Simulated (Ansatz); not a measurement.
A geometry of MoS$_{2}$ away from equilibrium: step 3 of the relaxation of a relaxed MoS2 cell stretched uniformly to 115 % of its volume. All values below come from PBE (plane waves to 420 eV, PAW, scalar-relativistic; Ansatz, a first-principles code). Γ-centred k-mesh 8×8×2 on the run's cell (coarser than for final values), Fermi–Dirac smearing 0.05 eV. The plane waves were selected for a different cell earlier on the path.

```yaml
crystal:
  lattice:
    - [3.15320, 0.00000, 0.00000]
    - [-1.57660, 2.73075, 0.00000]
    - [0.00000, 0.00000, 15.17277]
  atoms:
    - { symbol: Mo, position: [0.33333, 0.66667, 0.25000] }
    - { symbol: Mo, position: [0.66667, 0.33333, 0.75000] }
    - { symbol: S, position: [0.33333, 0.66667, 0.64465] }
    - { symbol: S, position: [0.66667, 0.33333, 0.14465] }
    - { symbol: S, position: [0.66667, 0.33333, 0.35535] }
    - { symbol: S, position: [0.33333, 0.66667, 0.85535] }
```

Problem. What forces act on the atoms (eV/Å)?

Solution. 
```json
[
 {"atom": "Mo1", "Fx": "0.00", "Fy": "0.00", "Fz": "0.00"},
 {"atom": "Mo2", "Fx": "0.00", "Fy": "0.00", "Fz": "0.00"},
 {"atom": "S3", "Fx": "0.00", "Fy": "0.00", "Fz": "0.45"},
 {"atom": "S4", "Fx": "0.00", "Fy": "0.00", "Fz": "0.45"},
 {"atom": "S5", "Fx": "0.00", "Fy": "0.00", "Fz": "-0.45"},
 {"atom": "S6", "Fx": "0.00", "Fy": "0.00", "Fz": "-0.45"}
]
```

The path ends in P6₃/mmc (No. 194) (AFLOW prototype AB2_hP6_194_c_f (C7, as in MoS2)). No spin polarisation in the result. Without a van der Waals term the distances between weakly bound units are poorly fixed.

The run could not lose the symmetry of its start.

Without dispersion the volume is uncertain too.
